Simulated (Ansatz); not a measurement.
## LaOF (space group R-3m), frozen-phonon scan

Starting cell, LaOF (space group R-3m):

```
CELL_PARAMETERS angstrom
      3.97680     2.29601    13.21818
     -1.98840     1.14800     6.60909
      0.00000    -2.29601     6.60909
ATOMIC_POSITIONS crystal
  La 0.37117 0.74234 0.74234
  La 0.87117 0.74234 0.74234
  La 0.12883 0.25766 0.25766
  La 0.62883 0.25766 0.25766
  O  0.31138 0.62276 0.62276
  O  0.81138 0.62276 0.62276
  O  0.18862 0.37724 0.37724
  O  0.68862 0.37724 0.37724
  F  0.43536 0.87072 0.87072
  F  0.93536 0.87072 0.87072
  F  0.06464 0.12928 0.12928
  F  0.56464 0.12928 0.12928
```

The atoms are displaced by Q × the pattern below (from a DFPT mode at L = (0.5, 0.0, 0.0), largest move 1; Q in Å), at fixed cell. (q is in reciprocal vectors of the primitive cell; the cell shown is doubled to hold the pattern.)

| atom | x | y | z |
|---|---|---|---|
| La1 | 0.106 | 0.061 | 0.992 |
| La2 | -0.106 | -0.061 | -0.992 |
| La3 | 0.106 | 0.061 | 0.992 |
| La4 | -0.106 | -0.061 | -0.992 |
| O5 | 0.101 | 0.059 | 0.583 |
| O6 | -0.101 | -0.059 | -0.583 |
| O7 | 0.101 | 0.059 | 0.583 |
| O8 | -0.101 | -0.059 | -0.583 |
| F9 | -0.209 | -0.121 | -0.030 |
| F10 | 0.209 | 0.121 | 0.030 |
| F11 | -0.209 | -0.121 | -0.030 |
| F12 | 0.209 | 0.121 | 0.030 |

These are LDA (plane waves to 420 eV, PAW, scalar-relativistic; Ansatz, a first-principles code) values and carry that method's errors. k mesh 5×10×10 (Γ-centred), Fermi-Dirac smearing 0.05 eV. E stands for the smeared free energy. Stress and pressure are positive under compression. LaOF is run without spin polarisation. LaOF was relaxed with its symmetry unable to fall. ΔE is measured from the undisplaced structure.

| Q (Å) | ΔE (meV/cell) | P (GPa) | −dE/dQ from forces (eV/Å) |
|---|---|---|---|
| -0.280 | 1710 | 2.18 | 12.570 |
| -0.233 | 1177 | 1.50 | 10.295 |
| -0.187 | 748 | 0.95 | 8.117 |
| -0.140 | 418 | 0.53 | 6.017 |
| -0.093 | 185 | 0.23 | 3.978 |
| -0.047 | 46 | 0.06 | 1.979 |
| 0.000 | 0 | 0.00 | 0.000 |
| 0.047 | 46 | 0.06 | -1.979 |
| 0.093 | 185 | 0.23 | -3.978 |
| 0.140 | 418 | 0.53 | -6.017 |
| 0.187 | 748 | 0.95 | -8.117 |
| 0.233 | 1177 | 1.50 | -10.295 |
| 0.280 | 1710 | 2.18 | -12.570 |

What the scan shows:

* **Energy at Q = 0.280 Å**: 1710 meV/cell
* **Space group of the distorted cell**: C2/m (No. 12), lowered from R-3m
* **Symmetry of the curve**: even: the same for both signs
* **Shape of the curve**: a single well with its minimum at or next to zero displacement
* **Harmonic wavenumber from the curvature (finite differences)**: 141 cm⁻¹
* **Wavenumber by perturbation theory (DFPT, on another k mesh)**: 141 cm⁻¹

(A displaced cell: forces are minus the slopes of the energy, force constants its curvatures, and phonons follow from these.)
